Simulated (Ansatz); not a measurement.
Input:

TiC₂:
```
CELL_PARAMETERS angstrom
      2.59846     0.00000     0.00000
     -1.29923     2.25033     0.00000
      0.00000     0.00000     4.12512
ATOMIC_POSITIONS crystal
  Ti 0.00000 0.00000 0.00000
  C  0.33333 0.66667 0.55046
  C  0.66667 0.33333 0.44954
```

This is the PBEsol-relaxed structure.

All from DFT-PBEsol in the program Ansatz with PAW potentials, unless another level is named. Estimate the electronic character.

metallic (no gap).

Next, the formation energy from the elements (no fitted shifts)?

33 kJ/mol-atom.

Predict the density of states at the Fermi level.

0.41 states/eV per atom (mean over ±0.08 eV).

Space group P-3m1. The start of the workflow was typed in or built on a structure type; neither database checked (COD, Materials Project) lists it. Its standing as an ambient phase is unchecked. The PBEsol relaxation kept the symmetry of its start; its stability against distortions is not shown here. The run is not spin-polarised. Its formation energy is positive at this level, so the cell may be metastable or incomplete. The references are the lowest solids computed at this level, not always the standard phases.

Potentials: the earlier of the program's two PAW sets. The files were generated under PBE; for other functionals the program regenerates the frozen cores, and for LDA and PBEsol the local potential too.
